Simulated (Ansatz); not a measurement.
Consider the following.

LaTiO2F:
```yaml
crystal:
  lattice:
    - [4.02336, 0.00000, 0.00000]
    - [0.00000, 4.02336, 0.00000]
    - [0.00000, 0.00000, 7.96810]
  atoms:
    - { symbol: La, position: [0.50000, 0.50000, 0.25000] }
    - { symbol: Ti, position: [0.00000, 0.00000, 0.00000] }
    - { symbol: O, position: [0.50000, 0.00000, 0.00000] }
    - { symbol: O, position: [0.00000, 0.50000, 0.00000] }
    - { symbol: F, position: [0.00000, 0.00000, 0.25000] }
    - { symbol: La, position: [0.50000, 0.50000, 0.75000] }
    - { symbol: Ti, position: [0.00000, 0.00000, 0.50000] }
    - { symbol: O, position: [0.50000, 0.00000, 0.50000] }
    - { symbol: O, position: [0.00000, 0.50000, 0.50000] }
    - { symbol: F, position: [0.00000, 0.00000, 0.75000] }
```
The run is spin-polarised.

This is the r²SCAN-relaxed structure.

Q: All from plane-wave PAW r²SCAN (Ansatz code), unless another level is named. Predict the magnetic order.

A: antiferromagnetic.

Q: Predict the Bader charges.

A: La +1.87, Ti +1.85, O -1.42, F -0.87 e.

Space group P4/mmm. The start of the workflow was typed in or built on a structure type; neither database checked (COD, Materials Project) lists it. Its standing as an ambient phase is unchecked. Symmetry was held in the r²SCAN relaxation, as lowered by the spin order; whether a distortion lowers the energy is not shown. Spin order of the final state: antiferromagnetic, chosen from 3 collinear starts compared on coarse meshes (ties went to the first, and starts can fall back to one state), not a proven ground state. Other orbital occupations within this spin state were not tried. No Hubbard U is applied. Spin–orbit coupling is left out wherever it is not named.

Potentials: the earlier of the program's two PAW sets. The files were generated under PBE; for other functionals the program regenerates the frozen cores, and for LDA and PBEsol the local potential too.
